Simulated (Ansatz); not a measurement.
Values for one crystal, relaxed and computed with r²SCAN in the plane-wave PAW code Ansatz; other levels are named.

| Property | Value |
|---|---|
| Volume per atom | 19.80 Å³ |
| Electronic character | metallic (no gap) |
| Formation energy from the elements (no fitted shifts) | -0.70 eV/atom |
| Mechanical stability | unstable (C has a negative eigenvalue) |
| Bulk modulus (Birch–Murnaghan fit) | 66.1 GPa |
| Density of states at the Fermi level | 0.20 states/eV per atom (mean over ±0.08 eV) |
| Pressure derivative B′ | 3.4 |

Q: Which of these materials gives this?
(A) La5Ge3, P6_3/mcm (La on 4d, La on 6g, Ge on 6g)
(B) YSi2Ni2, I4/mmm (Y on 2a, Si on 4e, Ni on 4d)
(C) SnO, zinc blende
(D) InNi3N, anti-perovskite

A: C, SnO, zinc blende

Space group F-43m (zinc blende). The start of the workflow was typed in or built on a structure type; neither database checked (COD, Materials Project) lists it. It is not the phase usual at ambient conditions (space group No. 129). The r²SCAN relaxation kept the symmetry of its start. The volume moved by 18 % from the start of the relaxation. The references are the lowest solids computed at this level, not always the standard phases (solids in place of the gases). Spin–orbit coupling is left out wherever it is not named.

Potentials: the earlier of the program's two PAW sets.
